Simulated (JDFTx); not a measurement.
Ir(111) slab cut from bulk Ir (space group Fm-3m, indices of the conventional cell, lattice of the Materials Project entry mp-101, not re-optimised): 6 atoms in 6 planes, a 1x1 cell of 6.43 Å² (|a| = 2.725, |b| = 2.725 Å), 11.1 Å between the outermost planes, cell height 27.1 Å, 10×10×1 k mesh, Fermi smearing 0.01 Ha, no spin polarisation.

Level of theory: PBE, GBRV ultrasoft potentials, plane waves to 20/100 Ha; code: JDFTx (a modified build). Liquid on both sides: linear PCM (GLSSA13), water, 1 M KCl; nuclei fixed, outer atoms relaxed in vacuum. Potentials are on the SHE scale by the convention U = −μ/e − 4.44 V; references calibrated for a solvation model differ from this value. Both faces are the same ideal termination; reconstructions, overlayers and chemisorbed solvent are outside this model. Convergence in thickness and k mesh wasn't tested for this slab.

**Question.** Predict the potential of zero charge and the surface charge against electrode potential.

**Answer.** The potential of zero charge is 0.81 V vs SHE.

| U (V vs SHE) | μ (eV) | excess electrons per cell | σ (μC/cm², per face) | run |
|---|---|---|---|---|
| 0.81 | -5.25 | 0.000 | 0.0 | neutral |
| 1.10 | -5.54 | -0.034 | 4.2 | fixed potential |
| 1.34 | -5.78 | -0.064 | 8.0 | fixed charge |
